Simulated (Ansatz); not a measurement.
**Computed properties of ZnInGaO4**

ZnInGaO4:
```
ZnInGaO4
1.0
    1.63921     0.94640     8.49454
   -1.63921     0.94640     8.49454
    0.00000    -1.89279     8.49454
Zn In Ga O
1 1 1 4
Direct
  0.21870   0.21870   0.21870
  0.00282   0.00282   0.00282
  0.78718   0.78718   0.78718
  0.29489   0.29489   0.29489
  0.71128   0.71128   0.71128
  0.12125   0.12125   0.12125
  0.86387   0.86387   0.86387
```

Space group R3m (No. 160); conventional cell a = b = 3.2784 Å, c = 25.4836 Å, α = β = 90.00°, γ = 120.00°.

Method: DFT-LDA in the program Ansatz with PAW potentials. The cell and atoms are relaxed at this level. Other levels are named where they apply.

**Cell and energy**

```
Item                                                           Value
-----------------------------------------------------  -------------
Volume per atom                                             11.30 Å³
Density                                                   6.59 g/cm³
Formation energy from the elements (no fitted shifts)  -1.77 eV/atom
```

**Electronic structure**

```
Quantity                                                    Value
--------------------------------------------  -------------------
Band gap                                         1.32 eV (direct)
Valence-band maximum                                         at Γ
Conduction-band minimum                                      at Γ
Electron effective mass                       0.20 mₑ (isotropic)
Hole effective mass, band 1 of 2 at the edge     2.0 along x (mₑ)
Hole effective mass, band 2 of 2 at the edge    0.43 along x (mₑ)
```

**Mechanics**

```
Quantity                              Value
----------------------------------  -------
Bulk modulus (Birch–Murnaghan fit)  187 GPa
Pressure derivative B′                  4.5
```

**Dielectric response**

```
Item                                                                                                Result
--------------------------------------------------------  ------------------------------------------------
Electronic dielectric constant ε∞ (DFPT)                                         4.50 (xx = yy), 4.47 (zz)
Static dielectric constant ε0 (ions relaxed, cell fixed)                         9.76 (xx = yy), 13.5 (zz)
Born charges (a third of the trace)                       Zn +2.16, In +3.19, Ga +3.03, O -2.12 to -2.06 e
Largest static χ(2) component                                                                      10 pm/V
```

**Phonons**

```
Property                                                            Result
--------------------------------------------------  ----------------------
Highest zone-centre frequency (without LO–TO term)               647 cm^-1
Zone-centre stability                               no imaginary mode at Γ
```

Symmetry was held in the LDA relaxation. The references are the lowest solids computed at this level, not always the standard phases (solids in place of the gases). Spin–orbit coupling is left out wherever it is not named.

Potentials: the later of the program's two PAW sets.
